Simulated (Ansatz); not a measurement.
Trial structure of Rb₃B₄Pb, not yet relaxed:

```cif
data_structure
_symmetry_space_group_name_H-M 'P 1'
_symmetry_Int_Tables_number 1
_cell_length_a 5.5926
_cell_length_b 5.5926
_cell_length_c 5.5926
_cell_angle_alpha 90.000
_cell_angle_beta 90.000
_cell_angle_gamma 90.000
_cell_volume 174.92
loop_
_atom_site_label
_atom_site_type_symbol
_atom_site_fract_x
_atom_site_fract_y
_atom_site_fract_z
_atom_site_occupancy
Rb1 Rb 0.50000 0.00000 0.00000 1
Rb2 Rb 0.00000 0.50000 0.00000 1
Rb3 Rb 0.00000 0.00000 0.50000 1
B1 B 0.00000 0.50000 0.50000 1
B2 B 0.50000 0.00000 0.50000 1
B3 B 0.50000 0.50000 0.00000 1
B4 B 0.00000 0.00000 0.00000 1
Pb1 Pb 0.50000 0.50000 0.50000 1
```

Method: DFT PBE, scalar-relativistic, plane waves, PAW (Ansatz 0.2.0). Plane waves to 420 eV, a k mesh through Γ of 4×4×4 on the computed 8-atom cell and Gaussian smearing (0.10 eV); no spin polarisation.

Energies over the elements count from the elements' standard structures at the same level, with no fitted energy shifts.

Q: What does a single point on this coarse mesh give?

A: The pressure is 8.4 GPa (it wants to expand), the largest force is 0.00 eV/Å (symmetry fixes the atoms), and the energy is +2.20 eV/atom against the elements. The shortest distance is 2.80 Å.

Q: How much does it gain on relaxing, and where does it end?

A: Relaxing gains about 0.14 eV/atom (the start's value is from the coarse mesh, so the gain is rough) in 7 ionic steps and ends at +2.06 eV/atom on the finer mesh. The symmetry stays Pm-3m (No. 221). The volume per atom grows by 31.4 %, from 21.9 to 28.7 Å³. The shortest distance goes from 2.80 Å (B–Pb and Rb–B) to 3.06 Å (B–Pb and Rb–B). Conventional cell: a = 6.125 Å. Rb is surrounded by 6 B at 3.06 Å; around B on a site of symmetry 4/mmm lie 2 Pb at 3.06 Å and 4 Rb at 3.06 Å; around Pb lie 6 B at 3.06 Å; 1 more site not described.

The last run used a 6×6×6 mesh for its 8-atom cell and Gaussian smearing of 0.10 eV. These runs have no spin–orbit coupling, which can matter for Pb. The cell is a metal run without spin; a magnetic state may lie lower. The relaxation can't lower the symmetry of the start. Symmetry constrained the relaxation, so the result can be a saddle point.
